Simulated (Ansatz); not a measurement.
# Computed properties of Mo2C

Mo₂C:
```
Mo2C
1.0
    3.01619     0.00000     0.00000
   -1.50809     2.61210     0.00000
    0.00000     0.00000     4.59612
Mo C
2 1
Direct
  0.33333   0.66667   0.24909
  0.66667   0.33333   0.75091
  0.00000   0.00000   0.50000
```

Space group P-3m1 (No. 164); conventional cell a = b = 3.0162 Å, c = 4.5961 Å, α = β = 90.00°, γ = 120.00°.

Method: the program Ansatz at the LDA level (PAW). The cell and atoms are relaxed at this level. Other levels are named where they apply.

**Cell and energy**

```json
{
  "volume_per_atom": "12.07 Å³",
  "density": "9.35 g/cm³",
  "Formation energy from the elements (no fitted shifts)": "-12 kJ/mol of atoms"
}
```

**Electronic structure**

```json
{
 "electronic_character": "metallic (no gap)",
 "Density of states at the Fermi level": "0.45 states/eV per atom (mean over ±0.08 eV)"
}
```

**Mechanics**

```json
{
 "Bulk modulus (Birch–Murnaghan fit)": "299 GPa",
 "Pressure derivative B′": "4.7",
 "Elastic constants (relaxed ions, GPa)": "C11 = 520, C12 = 148, C13 = 216, C14 = 25.1, C33 = 513, C44 = 144",
 "mechanical_stability": "stable (all eigenvalues of C positive)",
 "hill_bulk_and_shear_moduli": "301 and 157 GPa",
 "Young's modulus": "400 GPa",
 "Poisson's ratio": "0.28",
 "debye_temperature_from_the_elastic_constants": "592 K"
}
```

**Phonons**

```json
{
 "highest_zone_centre_frequency": "78.6 meV",
 "zone_centre_stability": "no imaginary mode at Γ"
}
```

The first step of the workflow began from a Materials Project structure, measured or hypothetical; the Crystallography Open Database copy checked does not list it. COD files the formula under space group No. 60, so this cell is another polymorph or a model. Whether it is the stable phase at ambient conditions was not checked. Symmetry was held in the LDA relaxation. The run is not spin-polarised. As this level gives no gap, shear constants depend on the k-mesh and smearing (Fermi–Dirac, 0.1 eV here). As this level gives no gap, phonon frequencies hold no LO–TO term and depend on the k-mesh and smearing (Fermi–Dirac, 0.1 eV here). The references are the lowest solids computed at this level, not always the standard phases. Spin–orbit coupling is left out wherever it is not named.

Potentials: the later of the program's two PAW sets.
